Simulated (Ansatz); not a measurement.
## MgS, one cell by several methods

```
Mg S
1.0
     0.05203    2.62767    2.62767
     2.62767    0.05203    2.62767
     2.62767    2.62767    0.05203
Mg S
1 1
Direct
  0.00000 0.00000 0.00000
  0.50000 0.50000 0.50000
```

Atom numbers follow the list: Mg1, S2.

The conventional cell has a = 3.642 Å, b = 3.642 Å, c = 9.193 Å, α = 90.00°, β = 90.00°, γ = 120.00°. Around Mg (atom 1) lie 6 S at 2.60 Å. Around S (atom 2) lie 6 Mg at 2.60 Å.

The cell is COD entry 9008672, as deposited and not checked against the literature; nothing was relaxed. The listed cell was then made from it by scaling, straining or moving an atom.

Levels of theory: DFT, PBEsol, PAW with Ansatz's default frozen-core files, scalar-relativistic (Ansatz 0.2.0); DFT, PBEsol, all-electron PAW with datasets made for the crystal, scalar-relativistic (Ansatz 0.2.0); DFT, PBEsol, all-electron LAPW, scalar-relativistic (Ansatz 0.2.0).

For PAW: a Γ-centred 10×10×10 k mesh, Fermi–Dirac smearing of 0.03 eV, cutoff 420 eV, no spin polarisation; the PAW files were made with PBE, and the program remakes their frozen cores for this functional. The crystal-made all-electron datasets (AE datasets) take a cutoff of 200 eV at this cell. LAPW targets a basis error of 0.25 meV/atom. The Ansatz runs share mesh, smearing and spin set-up. Plane-wave (PAW) pressures include the program's estimate of the Pulay term.

Stress and pressure are positive in compression.

The change that made this cell: equal xy, yz and zx engineering shear strains of +2 %.

```
                             quantity    PAW  AE datasets   LAPW
                       pressure (GPa)  -0.91        -0.94  -0.93
                      stress yz (GPa)  -1.10        -1.10  -1.10
                      stress xz (GPa)  -1.10        -1.10  -1.10
                      stress xy (GPa)  -1.10        -1.10  -1.10
                        band gap (eV)  2.592        2.594  2.594
field gradient Vzz at Mg1 (10²¹ V/m²)  -0.10        -0.10      –
 field gradient Vzz at S2 (10²¹ V/m²)   1.15         1.14      –
```
